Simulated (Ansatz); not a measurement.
**Eigenvalues along a path: Fe (hcp type)**

```xyz
2
Lattice="2.4295 0.0000 0.0000 -1.2148 2.1040 0.0000 0.0000 0.0000 3.8421" Properties=species:S:1:pos:R:3 pbc="T T T"
Fe    0.0000    1.4027    0.9605
Fe    1.2148    0.7013    2.8816
```

The cell comes from a relaxation on PAW files under the same functional, begun from a prototype that needn't be the stable phase.

Computed with Ansatz 0.2.0; functional PBEsol, scalar-relativistic. Settings: a Γ-centred 19×19×11 k mesh, Fermi–Dirac smearing of 0.08 eV, spin-polarised from start moments Fe1 2.5, Fe2 2.5 μB. Methods: LAPW: all electrons, basis error target 1 meV/atom.

The start moments died away, and the runs ended non-magnetic.

Path points, in fractions of the reciprocal vectors: Γ (0.000, 0.000, 0.000), M (0.500, 0.000, 0.000), K (0.333, 0.333, 0.000), A (0.000, 0.000, 0.500), L (0.500, 0.000, 0.500), H (0.333, 0.333, 0.500). Levels in eV from the Fermi level; bands 9 to 21, counted from the lowest band of the run. The gap is zero, the pressure -0.12 GPa.

```
# k(1/Å) point b9 b10 b11 b12 b13 b14 b15 b16 b17 b18 b19 b20 b21
0.000 Γ -9.27 -5.24 -1.76 -1.76 -1.63 -1.26 -1.26 -0.89 -0.89 0.43 0.77 0.77 9.10
0.213 - -9.07 -5.11 -2.02 -1.65 -1.42 -1.32 -1.16 -1.06 -0.97 -0.53 0.81 2.00 9.11
0.427 - -8.50 -4.77 -2.39 -1.89 -1.50 -1.32 -1.17 -1.09 -0.91 -0.88 0.90 3.54 9.13
0.640 - -7.62 -4.39 -2.77 -2.74 -1.66 -1.43 -1.11 -0.82 -0.67 -0.45 1.00 5.20 9.19
0.853 - -6.56 -4.27 -3.49 -2.86 -1.69 -1.65 -1.31 -0.23 -0.09 0.06 1.08 6.95 9.19
1.067 - -5.59 -4.43 -4.01 -2.72 -1.90 -1.48 -1.44 0.34 0.57 0.74 1.13 8.34 8.75
1.280 - -5.01 -4.62 -4.32 -2.40 -2.03 -1.59 -1.22 0.75 0.97 1.16 1.87 6.34 10.49
1.493 M -4.83 -4.71 -4.43 -2.21 -2.08 -1.63 -1.14 0.89 1.13 1.17 2.80 5.00 11.49
1.616 - -4.79 -4.67 -4.42 -2.27 -2.10 -1.64 -1.13 0.90 1.09 1.15 2.88 5.06 11.58
1.739 - -4.67 -4.55 -4.40 -2.44 -2.13 -1.68 -1.11 0.93 0.97 1.11 3.12 5.24 11.85
1.863 - -4.47 -4.37 -4.37 -2.68 -2.19 -1.75 -1.07 0.81 0.94 1.05 3.51 5.49 12.27
1.986 - -4.33 -4.23 -4.17 -2.94 -2.23 -1.84 -1.00 0.67 0.92 0.99 4.02 5.78 10.92
2.109 - -4.31 -3.99 -3.98 -3.19 -2.25 -1.94 -0.91 0.58 0.86 0.95 4.63 6.11 9.40
2.232 - -4.30 -3.84 -3.79 -3.40 -2.23 -2.05 -0.83 0.57 0.77 0.92 5.31 6.48 7.97
2.355 K -4.30 -3.75 -3.75 -3.47 -2.15 -2.15 -0.79 0.65 0.65 0.91 5.80 6.91 6.91
2.601 - -4.27 -3.97 -3.69 -3.56 -2.29 -1.89 -0.93 0.35 0.93 0.94 4.03 8.05 8.18
2.848 - -4.57 -4.11 -3.71 -3.69 -2.28 -1.57 -1.25 -0.01 0.89 0.98 2.28 9.35 10.37
3.094 - -5.78 -3.82 -3.72 -3.47 -2.10 -1.56 -1.26 -0.39 0.35 0.99 1.00 8.17 9.56
3.340 - -7.12 -4.14 -3.06 -3.05 -1.77 -1.66 -1.03 -0.75 -0.45 0.02 0.98 6.04 9.29
3.587 - -8.26 -4.63 -2.54 -2.14 -1.53 -1.38 -1.16 -1.08 -0.87 -0.69 0.91 4.05 9.15
3.833 - -9.01 -5.07 -2.08 -1.61 -1.37 -1.34 -1.13 -1.12 -1.04 -0.62 0.82 2.23 9.11
4.079 Γ -9.27 -5.24 -1.76 -1.76 -1.63 -1.26 -1.26 -0.89 -0.89 0.43 0.77 0.77 9.10
4.196 - -9.21 -5.25 -1.79 -1.79 -1.65 -1.29 -1.29 -0.84 -0.84 0.24 0.77 0.77 9.39
4.313 - -9.03 -5.27 -1.85 -1.85 -1.71 -1.36 -1.36 -0.69 -0.69 -0.26 0.77 0.77 10.19
4.430 - -8.74 -5.34 -1.92 -1.92 -1.81 -1.46 -1.46 -0.88 -0.49 -0.49 0.75 0.75 11.34
4.547 - -8.35 -5.50 -1.96 -1.96 -1.94 -1.57 -1.57 -1.47 -0.27 -0.27 0.71 0.71 12.71
4.663 - -7.87 -5.79 -2.07 -1.97 -1.97 -1.91 -1.69 -1.69 -0.04 -0.04 0.63 0.63 14.22
4.780 - -7.33 -6.23 -2.17 -2.15 -1.94 -1.94 -1.80 -1.80 0.17 0.17 0.51 0.51 15.80
4.897 A -6.77 -6.77 -2.22 -2.22 -1.89 -1.89 -1.89 -1.89 0.36 0.36 0.36 0.36 17.39
5.110 - -6.60 -6.60 -2.41 -2.41 -1.84 -1.84 -1.80 -1.80 0.34 0.34 0.44 0.44 17.50
5.324 - -6.15 -6.15 -2.71 -2.71 -1.87 -1.87 -1.55 -1.55 0.32 0.32 0.66 0.66 17.81
5.537 - -5.56 -5.56 -2.95 -2.95 -1.94 -1.94 -1.22 -1.22 0.33 0.33 0.97 0.97 17.48
5.750 - -5.14 -5.14 -3.07 -3.07 -1.71 -1.71 -0.91 -0.91 0.44 0.44 1.33 1.33 14.90
5.964 - -5.03 -5.03 -3.20 -3.20 -0.99 -0.99 -0.75 -0.75 0.68 0.68 1.73 1.73 12.38
6.177 - -5.07 -5.07 -3.32 -3.32 -0.70 -0.70 -0.22 -0.22 0.93 0.93 2.21 2.21 10.38
6.390 L -5.09 -5.09 -3.36 -3.36 -0.69 -0.69 0.08 0.08 1.04 1.04 2.52 2.52 9.54
6.513 - -5.05 -5.05 -3.34 -3.34 -0.82 -0.82 0.03 0.03 0.99 0.99 2.76 2.76 9.56
6.636 - -4.92 -4.92 -3.26 -3.26 -1.16 -1.16 -0.10 -0.10 0.93 0.93 3.35 3.35 9.59
6.760 - -4.71 -4.71 -3.16 -3.16 -1.59 -1.59 -0.29 -0.29 0.91 0.91 4.10 4.10 9.63
6.883 - -4.45 -4.45 -3.06 -3.06 -2.00 -2.00 -0.49 -0.49 0.89 0.89 4.95 4.95 9.66
7.006 - -4.15 -4.15 -3.05 -3.05 -2.29 -2.29 -0.64 -0.64 0.85 0.85 5.84 5.84 9.60
7.129 - -3.84 -3.84 -3.25 -3.25 -2.38 -2.38 -0.73 -0.73 0.82 0.82 6.69 6.69 9.32
7.252 H -3.55 -3.55 -3.52 -3.52 -2.38 -2.38 -0.75 -0.75 0.80 0.80 7.18 7.18 8.99
7.498 - -4.05 -4.05 -3.06 -3.06 -2.38 -2.38 -0.78 -0.78 0.90 0.90 5.57 5.57 10.44
7.745 - -4.41 -4.41 -2.86 -2.86 -2.33 -2.33 -0.90 -0.90 1.04 1.04 3.45 3.45 12.66
7.991 - -4.72 -4.72 -2.90 -2.90 -2.33 -2.33 -0.92 -0.92 0.91 0.91 1.89 1.89 15.03
8.237 - -5.24 -5.24 -2.98 -2.98 -2.16 -2.16 -1.04 -1.04 0.48 0.48 1.16 1.16 17.49
8.484 - -5.96 -5.96 -2.80 -2.80 -1.94 -1.94 -1.43 -1.43 0.33 0.33 0.75 0.75 17.95
8.730 - -6.55 -6.55 -2.45 -2.45 -1.84 -1.84 -1.77 -1.77 0.34 0.34 0.46 0.46 17.54
8.976 A -6.77 -6.77 -2.22 -2.22 -1.89 -1.89 -1.89 -1.89 0.36 0.36 0.36 0.36 17.39
```
